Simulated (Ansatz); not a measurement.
Relax this structure to zero stress and force, keeping its symmetry:

```xyz
10
Lattice="2.8852 -4.9964 0.0000 2.8852 4.9964 0.0000 -1.9295 0.0000 6.5827" Properties=species:S:1:pos:R:3 pbc="T T T"
Co    1.9205    1.6660    3.2913
Co    1.9205   -1.6660    3.2913
P    -0.9606    0.0000    4.3730
P     4.8016    0.0000    2.2097
S     0.0587    1.7722    4.7224
S     3.7823    1.7722    1.8603
S     1.0783    0.0000    1.8553
S     2.7627    0.0000    4.7274
S     0.0587   -1.7722    4.7224
S     3.7823   -1.7722    1.8603
```

These are results of DFT PBEsol, scalar-relativistic, plane waves, PAW (Ansatz), not measurements.

Settings: cutoff 420 eV, Γ-centred mesh 8×8×6 on the computed 10-atom cell, Gaussian smearing of 0.10 eV; collinear spin from starting moments 0.84 0.84 0 0 0 0 0 0 0 0 μB.

**Question.** What does it relax to?

**Answer.** The volume falls by 1.48 Å³/atom to 17.50 Å³/atom, and the energy falls by 28.7 meV/atom. The cell ends with a moment of 0.00 μB (only this magnetic start was tried). Final structure:
```
Co P S
1.0
     2.87106   -4.96608    0.00142
     2.87106    4.96608    0.00142
    -1.91676    0.00000    6.13517
Co P S
2 2 6
Direct
  0.33307 0.66693 0.50000
  0.66693 0.33307 0.50000
  0.06115 0.06115 0.68163
  0.93885 0.93885 0.31837
  0.07323 0.44162 0.71831
  0.55838 0.92677 0.28169
  0.29551 0.29551 0.28136
  0.70449 0.70449 0.71864
  0.44162 0.07323 0.71831
  0.92677 0.55838 0.28169
```

Moments started parallel, and an antiferromagnetic order may lie lower. The cell holds layers, and where no dispersion correction was added their binding is poorly described.

Cost: 1 run of about 44 core-minutes, on Arm Neoverse V2 (shared hosts).